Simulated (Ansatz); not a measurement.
# Sn3Te: start and end of a relaxation

The guess for Sn3Te was made by a generator: random cell by space group and Wyckoff sites (Pm-3m, No. 221). The dimensions are guesses.

start.cif

```cif
data_structure
_symmetry_space_group_name_H-M 'Pm-3m'
_symmetry_Int_Tables_number 221
_cell_length_a 5.0831
_cell_length_b 5.0831
_cell_length_c 5.0831
_cell_angle_alpha 90.000
_cell_angle_beta 90.000
_cell_angle_gamma 90.000
_cell_volume 131.34
loop_
_atom_site_label
_atom_site_type_symbol
_atom_site_symmetry_multiplicity
_atom_site_Wyckoff_symbol
_atom_site_fract_x
_atom_site_fract_y
_atom_site_fract_z
_atom_site_occupancy
Sn1 Sn 3 d 0.50000 0.00000 0.00000 1
Te1 Te 1 b 0.50000 0.50000 0.50000 1
```

These are results of Ansatz 0.2.0, DFT PBE, scalar-relativistic, plane waves, PAW, not measurements. Cutoff 420 eV, Gaussian smearing, Γ-centred meshes. Cell and atoms relax first on a coarse mesh and then on a finer one. In between, the cell is made exact in the group found at 0.06 Å. In metals the finer mesh still leaves noise of several meV/atom or more. The steps can't lower the symmetry of their start. No spin polarisation.

end.cif

```cif
data_structure
_symmetry_space_group_name_H-M 'Pm-3m'
_symmetry_Int_Tables_number 221
_cell_length_a 4.8779
_cell_length_b 4.8779
_cell_length_c 4.8779
_cell_angle_alpha 90.000
_cell_angle_beta 90.000
_cell_angle_gamma 90.000
_cell_volume 116.06
loop_
_atom_site_label
_atom_site_type_symbol
_atom_site_symmetry_multiplicity
_atom_site_Wyckoff_symbol
_atom_site_fract_x
_atom_site_fract_y
_atom_site_fract_z
_atom_site_occupancy
Sn1 Sn 3 d 0.50000 0.00000 0.00000 1
Te1 Te 1 b 0.50000 0.50000 0.50000 1
```

The symmetry stays Pm-3m (No. 221). The end has the Cu3Au (L1_2) type. The volume per atom shrinks by 11.6 %, from 32.8 to 29.0 Å³. The shortest distance goes from 3.59 Å (Sn–Te and Sn–Sn) to 3.45 Å (Sn–Te and Sn–Sn).

```
Volume per atom                             : 29.02 Å³
Density                                     : 6.92 g/cm³
Formation energy                            : +0.08 eV/atom
Gap on the 10×10×10 mesh of the 4-atom cell : 0 eV (a metal)
```

Energies over the elements count from the elements' standard structures at the same level, with no fitted energy shifts. The references include grey tin. A positive value: parting into the elements would lower its energy.

The last run used Gaussian smearing of 0.10 eV. These runs have no spin–orbit coupling, which can matter for Te. The reference form of Te is held partly by dispersion forces, which this level lacks. A structure relaxed within its symmetry needn't be a true minimum. In all, the 3 runs took 2.1 min on 1 thread of Intel(R) Xeon(R) Processor @ 2.50GHz (Skylake/Cascade Lake), on a shared host. Another cell of Sn3Te relaxed alike, in Im-3m, lies 160 meV/atom lower, so this cell isn't the stable form at this level.
